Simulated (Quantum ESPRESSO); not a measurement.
AlGa6InP8, one run as intended and one with a planted mistake

Computed values, not a measurement. The program is pw.x of Quantum ESPRESSO 7.5 (plane-wave density functional theory). The cell is made up: 16 atoms on a doubled zincblende/diamond lattice, with randomly drawn elements, strain and displacements, not relaxed. PseudoDojo standard norm-conserving files (v0.5 for PBE, v0.4.1 for LDA and PBEsol) set the functional; there is no spin polarisation, spin-orbit coupling or dispersion term, and the masses in the input are unused placeholders.

Intended input:

```
&control calculation='scf', pseudo_dir='./dojo.nc.sr.pbe.v0_5.standard.upf', outdir='./o', disk_io='medium', tprnfor=.true., tstress=.true. /
&system ibrav=0, nat=16, ntyp=4, nbnd=73, ecutwfc=79.96652505, nosym=.true., tot_charge=0,
 occupations='smearing', smearing='fd', degauss=0.0018374661
/
&electrons conv_thr=7.350e-09, electron_maxstep=60, /
ATOMIC_SPECIES
Al 1.0 Al.upf
Ga 1.0 Ga.upf
In 1.0 In.upf
P 1.0 P.upf
CELL_PARAMETERS angstrom
5.7083 0.0055 0.0398
0.0055 5.7083 0.0245
0.0796 0.049 11.2218
ATOMIC_POSITIONS angstrom
Al 0.2076 0.111 0.1605
Ga 0.1513 2.8604 2.8266
Ga 2.7689 -0.0552 2.9295
Ga 2.8185 2.6798 0.093
Ga -0.0545 -0.0176 5.5798
In 0.0443 2.8641 8.4275
Ga 2.8258 -0.1064 8.452
Ga 2.9071 2.9682 5.776
P 1.3153 1.5359 1.5863
P 1.4406 4.1484 4.1069
P 4.3583 1.3479 4.247
P 4.3865 4.254 1.3715
P 1.4609 1.4847 6.9579
P 1.416 4.3559 9.9025
P 4.2141 1.5939 9.7672
P 4.3426 4.2758 7.0707
K_POINTS automatic
4 4 2 1 1 1
```

The log is shortened where brackets say so; the opening notice, blank lines, dates and the lines on written files are dropped, and the path of the files is cut. It prints rydbergs, bohrs and kilobars, and counts compression as positive stress.

Log of the intended run:

```
     Program PWSCF v.7.5
     Parallel version (MPI & OpenMP), running on       1 processor cores
     Number of MPI processes:                 1
     Threads/MPI process:                     1
     [start-up lines left out]
     bravais-lattice index     =            0
     lattice parameter (alat)  =      10.7874  a.u.
     unit-cell volume          =    2467.4179 (a.u.)^3
     number of atoms/cell      =           16
     number of atomic types    =            4
     number of electrons       =       134.00
     number of Kohn-Sham states=           73
     kinetic-energy cutoff     =      79.9665  Ry
     charge density cutoff     =     319.8661  Ry
     scf convergence threshold =      7.3E-09
     mixing beta               =       0.7000
     number of iterations used =            8  plain     mixing
     Exchange-correlation= PBE
                           (   1   4   3   4   0   0   0)
     [axes and pseudopotential details left out]
   Cartesian axes
     site n.     atom                  positions (alat units)
         1        Al     tau(   1) = (   0.0363672   0.0194449   0.0281163  )
         2        Ga     tau(   2) = (   0.0265046   0.5010825   0.4951614  )
         3        Ga     tau(   3) = (   0.4850536  -0.0096699   0.5131874  )
         4        Ga     tau(   4) = (   0.4937425   0.4694451   0.0162917  )
         5        Ga     tau(   5) = (  -0.0095473  -0.0030832   0.9774647  )
         6        In     tau(   6) = (   0.0077604   0.5017306   1.4763224  )
         7        Ga     tau(   7) = (   0.4950213  -0.0186391   1.4806143  )
         8        Ga     tau(   8) = (   0.5092634   0.5199668   1.0118349  )
         9        P      tau(   9) = (   0.2304132   0.2690577   0.2778867  )
        10        P      tau(  10) = (   0.2523631   0.7267133   0.7194433  )
        11        P      tau(  11) = (   0.7634834   0.2361240   0.7439859  )
        12        P      tau(  12) = (   0.7684234   0.7452122   0.2402582  )
        13        P      tau(  13) = (   0.2559192   0.2600885   1.2188791  )
        14        P      tau(  14) = (   0.2480537   0.7630629   1.7347117  )
        15        P      tau(  15) = (   0.7382225   0.2792181   1.7110099  )
        16        P      tau(  16) = (   0.7607330   0.7490311   1.2386393  )
     number of k points=    16  Fermi-Dirac smearing, width (Ry)=  0.0018
                       cart. coord. in units 2pi/alat
        k(    1) = (   0.1240065   0.1243439   0.1257505), wk =   0.1250000
        k(    2) = (   0.1257790   0.1254339  -0.1286129), wk =   0.1250000
     [further k points left out]
     Dense  grid:   238417 G-vectors     FFT dimensions: (  64,  64, 125)
     Estimated max dynamical RAM per process >     460.04 MB
     Initial potential from superposition of free atoms
     starting charge     133.9765, renormalised to     134.0000
     Starting wfcs are   99 randomized atomic wfcs
     total cpu time spent up to now is       47.8 secs
     per-process dynamical memory:   277.6 Mb
     Self-consistent Calculation
     iteration #  1     ecut=    79.97 Ry     beta= 0.70
     Davidson diagonalization with overlap
     ethr =  1.00E-02,  avg # of iterations =  3.4
     Threshold (ethr) on eigenvalues was too large:
     Diagonalizing with lowered threshold
     Davidson diagonalization with overlap
     ethr =  4.86E-04,  avg # of iterations =  2.0
     total cpu time spent up to now is      237.1 secs
     total energy              =   -1166.10476421 Ry
     estimated scf accuracy    <       0.66605650 Ry
     iteration #  2     ecut=    79.97 Ry     beta= 0.70
     Davidson diagonalization with overlap
     ethr =  4.97E-04,  avg # of iterations =  3.4
     total cpu time spent up to now is      335.0 secs
     total energy              =   -1166.25181400 Ry
     estimated scf accuracy    <       0.24687383 Ry
     [iterations 3 to 11 left out]
     iteration # 12     ecut=    79.97 Ry     beta= 0.70
     Davidson diagonalization with overlap
     ethr =  3.09E-11,  avg # of iterations =  3.1
     total cpu time spent up to now is     1217.4 secs
     total energy              =   -1166.31163265 Ry
     estimated scf accuracy    <          8.4E-09 Ry
     iteration # 13     ecut=    79.97 Ry     beta= 0.70
     Davidson diagonalization with overlap
     ethr =  6.26E-12,  avg # of iterations =  3.1
     total cpu time spent up to now is     1293.0 secs
     End of self-consistent calculation
     [lines on levels left out]
!    total energy              =   -1166.31163266 Ry
     estimated scf accuracy    <          7.4E-10 Ry
     smearing contrib. (-TS)   =      -0.00000000 Ry
     internal energy E=F+TS    =   -1166.31163266 Ry
     The total energy is F=E-TS. E is the sum of the following terms:
     one-electron contribution =    -596.32727897 Ry
     hartree contribution      =     391.46646726 Ry
     xc contribution           =    -326.02167447 Ry
     ewald contribution        =    -635.42914647 Ry
     convergence has been achieved in  13 iterations
     Forces acting on atoms (cartesian axes, Ry/au):
     atom    1 type  1   force =    -0.07238754   -0.02434501   -0.04325038
     atom    2 type  2   force =    -0.11770689    0.02380083    0.01688916
     atom    3 type  2   force =     0.04644910    0.01263248   -0.03305243
     atom    4 type  2   force =     0.00671358    0.05183865   -0.00199289
     atom    5 type  2   force =     0.02797957   -0.00414745   -0.00501848
     atom    6 type  3   force =     0.02397225    0.01125014    0.00412550
     atom    7 type  2   force =     0.01405467    0.03930053   -0.00615365
     atom    8 type  2   force =     0.00009127   -0.03362405   -0.05079694
     atom    9 type  4   force =     0.09457302   -0.06939196   -0.04983613
     atom   10 type  4   force =     0.01995531    0.04240030    0.09116202
     atom   11 type  4   force =    -0.03087441    0.03747357   -0.00592698
     atom   12 type  4   force =    -0.01992825    0.00731487    0.02561381
     atom   13 type  4   force =     0.02108456   -0.05826369   -0.00812675
     atom   14 type  4   force =     0.03616811    0.00861381    0.03478573
     atom   15 type  4   force =    -0.01721572   -0.09871073    0.05384546
     atom   16 type  4   force =    -0.03292864    0.05385770   -0.02226705
     Total force =     0.299594     Total SCF correction =     0.000075
     Computing stress (Cartesian axis) and pressure
          total   stress  (Ry/bohr**3)                   (kbar)     P=      -18.33
  -0.00016309   0.00001993  -0.00008703          -23.99        2.93      -12.80
   0.00001993  -0.00014211   0.00002526            2.93      -20.91        3.72
  -0.00008703   0.00002526  -0.00006868          -12.80        3.72      -10.10
     init_run     :     44.81s CPU     47.41s WALL (       1 calls)
     electrons    :   1208.39s CPU   1245.23s WALL (       1 calls)
     forces       :     16.82s CPU     17.06s WALL (       1 calls)
     stress       :     48.27s CPU     49.73s WALL (       1 calls)
     [timing details left out]
     PWSCF        :  21m58.87s CPU  22m40.87s WALL
     JOB DONE.
```

A second run has one planted mistake: the files are those of another functional. The input lines that differ, file-writing options aside:

```
- &control calculation='scf', pseudo_dir='./dojo.nc.sr.pbe.v0_5.standard.upf', outdir='./o', disk_io='medium', tprnfor=.true., tstress=.true. /
+ &control calculation='scf', pseudo_dir='./dojo.nc.sr.pbesol.v0_4_1.standard.upf', outdir='./o', disk_io='low', tprnfor=.true., tstress=.true. /
```

Its log:

```
     Program PWSCF v.7.5
     Parallel version (MPI & OpenMP), running on       4 processor cores
     Number of MPI processes:                 4
     Threads/MPI process:                     1
     [start-up lines left out]
     bravais-lattice index     =            0
     lattice parameter (alat)  =      10.7874  a.u.
     unit-cell volume          =    2467.4179 (a.u.)^3
     number of atoms/cell      =           16
     number of atomic types    =            4
     number of electrons       =       134.00
     number of Kohn-Sham states=           73
     kinetic-energy cutoff     =      79.9665  Ry
     charge density cutoff     =     319.8661  Ry
     scf convergence threshold =      7.3E-09
     mixing beta               =       0.7000
     number of iterations used =            8  plain     mixing
     Exchange-correlation= PBESOL
                           (   1   4  10   8   0   0   0)
     [axes and pseudopotential details left out]
   Cartesian axes
     site n.     atom                  positions (alat units)
         1        Al     tau(   1) = (   0.0363672   0.0194449   0.0281163  )
         2        Ga     tau(   2) = (   0.0265046   0.5010825   0.4951614  )
         3        Ga     tau(   3) = (   0.4850536  -0.0096699   0.5131874  )
         4        Ga     tau(   4) = (   0.4937425   0.4694451   0.0162917  )
         5        Ga     tau(   5) = (  -0.0095473  -0.0030832   0.9774647  )
         6        In     tau(   6) = (   0.0077604   0.5017306   1.4763224  )
         7        Ga     tau(   7) = (   0.4950213  -0.0186391   1.4806143  )
         8        Ga     tau(   8) = (   0.5092634   0.5199668   1.0118349  )
         9        P      tau(   9) = (   0.2304132   0.2690577   0.2778867  )
        10        P      tau(  10) = (   0.2523631   0.7267133   0.7194433  )
        11        P      tau(  11) = (   0.7634834   0.2361240   0.7439859  )
        12        P      tau(  12) = (   0.7684234   0.7452122   0.2402582  )
        13        P      tau(  13) = (   0.2559192   0.2600885   1.2188791  )
        14        P      tau(  14) = (   0.2480537   0.7630629   1.7347117  )
        15        P      tau(  15) = (   0.7382225   0.2792181   1.7110099  )
        16        P      tau(  16) = (   0.7607330   0.7490311   1.2386393  )
     number of k points=    16  Fermi-Dirac smearing, width (Ry)=  0.0018
                       cart. coord. in units 2pi/alat
        k(    1) = (   0.1240065   0.1243439   0.1257505), wk =   0.1250000
        k(    2) = (   0.1257790   0.1254339  -0.1286129), wk =   0.1250000
     [further k points left out]
     Dense  grid:   238417 G-vectors     FFT dimensions: (  64,  64, 125)
     Estimated max dynamical RAM per process >     592.80 MB
     Estimated total dynamical RAM >       2.15 GB
     Initial potential from superposition of free atoms
     starting charge     133.9784, renormalised to     134.0000
     Starting wfcs are   99 randomized atomic wfcs
     total cpu time spent up to now is       10.4 secs
     per-process dynamical memory:   412.0 Mb
     Self-consistent Calculation
     iteration #  1     ecut=    79.97 Ry     beta= 0.70
     Davidson diagonalization with overlap
     ethr =  1.00E-02,  avg # of iterations =  3.4
     Threshold (ethr) on eigenvalues was too large:
     Diagonalizing with lowered threshold
     Davidson diagonalization with overlap
     ethr =  4.42E-04,  avg # of iterations =  2.0
     total cpu time spent up to now is       50.6 secs
     total energy              =   -1164.24592183 Ry
     estimated scf accuracy    <       0.60864087 Ry
     iteration #  2     ecut=    79.97 Ry     beta= 0.70
     Davidson diagonalization with overlap
     ethr =  4.54E-04,  avg # of iterations =  3.5
     total cpu time spent up to now is       71.4 secs
     total energy              =   -1164.37476616 Ry
     estimated scf accuracy    <       0.22977877 Ry
     [iterations 3 to 10 left out]
     iteration # 11     ecut=    79.97 Ry     beta= 0.70
     Davidson diagonalization with overlap
     ethr =  1.74E-10,  avg # of iterations =  4.0
     total cpu time spent up to now is      283.1 secs
     total energy              =   -1164.43182090 Ry
     estimated scf accuracy    <       0.00000005 Ry
     iteration # 12     ecut=    79.97 Ry     beta= 0.70
     Davidson diagonalization with overlap
     ethr =  3.52E-11,  avg # of iterations =  2.9
     total cpu time spent up to now is      302.9 secs
     End of self-consistent calculation
     [lines on levels left out]
!    total energy              =   -1164.43182091 Ry
     estimated scf accuracy    <          5.7E-09 Ry
     smearing contrib. (-TS)   =      -0.00000000 Ry
     internal energy E=F+TS    =   -1164.43182091 Ry
     The total energy is F=E-TS. E is the sum of the following terms:
     one-electron contribution =    -597.57409612 Ry
     hartree contribution      =     391.02199369 Ry
     xc contribution           =    -322.45057201 Ry
     ewald contribution        =    -635.42914647 Ry
     convergence has been achieved in  12 iterations
     Forces acting on atoms (cartesian axes, Ry/au):
     atom    1 type  1   force =    -0.07120795   -0.02372125   -0.04273522
     atom    2 type  2   force =    -0.11346242    0.02285337    0.01611249
     atom    3 type  2   force =     0.04471167    0.01211948   -0.03171035
     atom    4 type  2   force =     0.00663664    0.05046756   -0.00247524
     atom    5 type  2   force =     0.02639034   -0.00378107   -0.00517369
     atom    6 type  3   force =     0.02254606    0.01126152    0.00371134
     atom    7 type  2   force =     0.01366388    0.03812211   -0.00605350
     atom    8 type  2   force =    -0.00004544   -0.03291969   -0.04910632
     atom    9 type  4   force =     0.09384588   -0.06465383   -0.04606329
     atom   10 type  4   force =     0.01942712    0.04146241    0.08821997
     atom   11 type  4   force =    -0.02942239    0.03579729   -0.00522551
     atom   12 type  4   force =    -0.02035334    0.00490984    0.02662160
     atom   13 type  4   force =     0.02027312   -0.05589113   -0.00720293
     atom   14 type  4   force =     0.03687650    0.00628129    0.03112190
     atom   15 type  4   force =    -0.01771735   -0.09428377    0.05154056
     atom   16 type  4   force =    -0.03216232    0.05197586   -0.02158181
     Total force =     0.289392     Total SCF correction =     0.000334
     Computing stress (Cartesian axis) and pressure
          total   stress  (Ry/bohr**3)                   (kbar)     P=      -43.11
  -0.00033272   0.00001566  -0.00008233          -48.95        2.30      -12.11
   0.00001566  -0.00030963   0.00002553            2.30      -45.55        3.76
  -0.00008233   0.00002553  -0.00023677          -12.11        3.76      -34.83
     init_run     :      9.27s CPU      9.68s WALL (       1 calls)
     electrons    :    285.28s CPU    292.52s WALL (       1 calls)
     forces       :      4.17s CPU      4.27s WALL (       1 calls)
     stress       :     12.51s CPU     12.79s WALL (       1 calls)
     [timing details left out]
     PWSCF        :   5m12.07s CPU   5m20.26s WALL
     JOB DONE.
```

```
                                            intended run  run with the mistake
                          free energy (eV)    -15868.478            -15842.902
                    smearing term -TS (eV)        0.0000                0.0000
                            pressure (GPa)         -1.83                 -4.31
            largest force component (eV/Å)         3.026                 2.917
largest change of a force component (eV/Å)                               0.122
                                iterations            13                    12
```

For scale, a rerun of the intended cell at a cutoff of 1377 eV and k mesh 6 x 6 x 4 moved values by no more than 0.020 eV in energy, 0.03 GPa in stress and 0.003 eV/Å in force. Files of another functional have another zero of energy, so the energy change says nothing on stability.